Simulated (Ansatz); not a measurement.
InSb (zinc blende)

```
CELL_PARAMETERS angstrom
      0.00000     6.63461     6.63461
      3.31730     0.00000     3.31730
      3.31730     3.31730     0.00000
ATOMIC_POSITIONS crystal
  Sb 0.37500 0.75000 0.75000
  Sb 0.87500 0.75000 0.75000
  In 0.00000 0.00000 0.00000
  In 0.50000 0.00000 0.00000
```

Scan: atom 3 (In, nearest neighbour Sb at 2.873 Å; its periodic images, 4.7 Å or more away, move with it) is displaced along Cartesian [110], direction (0.707, 0.707, 0.000) in Cartesian axes, by s. The other atoms stay.

Calculation: PBE (plane waves to 420 eV, PAW, scalar-relativistic; Ansatz, a quantum-chemistry and plane-wave program). k mesh 5×10×10 (Γ-centred), Fermi-Dirac smearing 0.05 eV. The energy includes the smearing's −TS. With partly filled bands, energies and forces of such displacements shift with the k mesh and the smearing. At this level the bands of InSb touch or barely overlap; measurements give the solid a gap. InSb was relaxed with its symmetry unable to fall. Spin-orbit coupling is left out, though Sb is heavy. The zero of ΔE is the undisplaced structure. The last digit holds for this mesh only.

| s (Å) | ΔE (meV/cell) |
|---|---|
| -0.860 | 2543.6 |
| -0.688 | 1526.2 |
| -0.516 | 814.0 |
| -0.344 | withheld |
| -0.172 | 85.2 |
| 0.000 | 0.0 |
| 0.172 | 85.2 |
| 0.344 | withheld |
| 0.516 | 814.0 |
| 0.688 | 1526.2 |
| 0.860 | 2543.6 |

Fit an even polynomial form (powers 2, 4, 6) to the given rows and predict ΔE at s = -0.344.

Least squares on the 9 given rows: ΔE = (2845)·s² + (798.2)·s⁴ + (7.704)·s⁶, in meV/cell with s in Å; root-mean-square residual 0.24 meV/cell. At -0.344 the fit gives 347.9 meV/cell; the calculation gives 348.5 meV/cell, so the interpolation is off by -0.6 (-0.2 %). The quadratic term alone would give 336.7 meV/cell.

(For displaced atoms, the force is minus the slope of the energy, and its curvature is a force constant, which sets phonon frequencies.)
